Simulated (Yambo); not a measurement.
Bethe-Salpeter results for Li2O at -0.7 % isotropic strain

```
CELL_PARAMETERS angstrom
      0.00000     2.27225     2.27225
      2.27225     0.00000     2.27225
      2.27225     2.27225     0.00000
ATOMIC_POSITIONS crystal
  Li 0.75000 0.75000 0.75000
  Li 0.25000 0.25000 0.25000
  O  0.00000 0.00000 0.00000
```

The PBEsol cell relaxed from Materials Project entry mp-1960 was given an isotropic strain of -0.7 % on all lattice vectors, and the atoms were relaxed again.

BSE in Yambo on PBEsol (Quantum ESPRESSO, PseudoDojo norm-conserving, 84 Ry, no spin-orbit coupling) bands: 10×10×10 mesh, 3 valence and 1 conduction bands, static screening with 15 bands and a 4 Ry block, scissor 2.75 eV, Tamm-Dancoff; field along x.

| state | energy (eV) | states within 2 meV | relative strength | class | main transitions |
|---|---|---|---|---|---|
| 1 | 7.40 | 3 | 0.96 | strong | several band pairs |
| 2 | 7.92 | 3 | 0.21 | strong | several band pairs |
| 3 | 8.01 | 3 | < 0.01 | dark | several band pairs |
| 4 | 8.03 | 2 | < 0.01 | dark | several band pairs |
| 5 | 8.13 | 3 | < 0.01 | dark | several band pairs |
| 6 | 8.20 | 5 | < 0.01 | dark | several band pairs |
| 7 | 8.21 | 3 | 1.00 | strong | several band pairs |

These are vertical excitations (zero momentum); the indirect quasiparticle gap, about 7.65 eV, is smaller than the direct one (8.29 eV on the GW mesh). The direct quasiparticle gap on this mesh is 8.29 eV; counted from there, state 1 is bound by 0.89 eV. Convergence with the mesh was not shown.

Spin singlets only. Strengths are relative to the strongest of the lowest states of this run; strong means a line over 3 % of the spectrum's maximum, dark under 0.03 %. Absolute energies carry the error of the G0W0 scissor, whose convergence isn't established.
